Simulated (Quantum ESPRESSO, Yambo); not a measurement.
Levels of theory for the gap of PtS2 monolayer

A free-standing PtS$_{2}$ monolayer (symmetry P-3m1, slab cell 15.5 Å high): one geometry, one set of PBEsol (Quantum ESPRESSO, PseudoDojo norm-conserving, 84 Ry, with spin-orbit coupling) orbitals, self-energies from Yambo (6×6×1 Γ-centred k mesh, bands 9 to 172 and a 6 Ry block in the screening, 172 bands in G with the Bruneval-Gonze terminator, plasmon pole fitted at 27.2 eV, slab-truncated Coulomb interaction, stochastic integration of W near q = 0).

The layer was cut from Materials Project entry mp-762 and relaxed with PBEsol in a cell 15.5 Å high, with the Coulomb interaction truncated along z.

```
level                                                        gap (0.167, 0.167) → (0, 0.167) (eV)  direct gap at (0, 0.167) (eV)       rough Yambo cost
-----------------------------------------------------------  ------------------------------------  -----------------------------  ---------------------
PBEsol (Quantum ESPRESSO)                                                                    2.01                           2.03                      –
exchange only (Hartree-Fock self-energy on PBEsol orbitals)                                  8.20                           8.38  about 1/6 (13 states)
G0W0@PBEsol, plasmon pole                                                                    3.25                           3.20          1 (13 states)
```

Bare exchange has no screening and gives the widest gap. Among the k points computed, the smallest G0W0 gap is 3.20 eV, (0, 0.167) → (0, 0.167). The mesh misses a band edge: along a dense path the PBEsol gap is 1.75 eV against 2.01 eV on the mesh. All rows use the PBEsol edge points; in the exchange only run other k points give a smaller gap, 7.88 eV.

Costs are rough ratios of core time on shared machines.

Nearest settings tried, and what they do to the gap: 114 bands in W, 114 bands in G: +3 meV; 2 Ry block (69 vectors against 317): -53 meV. Not varied: mesh, cell height. So the settings aren't converged at that level.
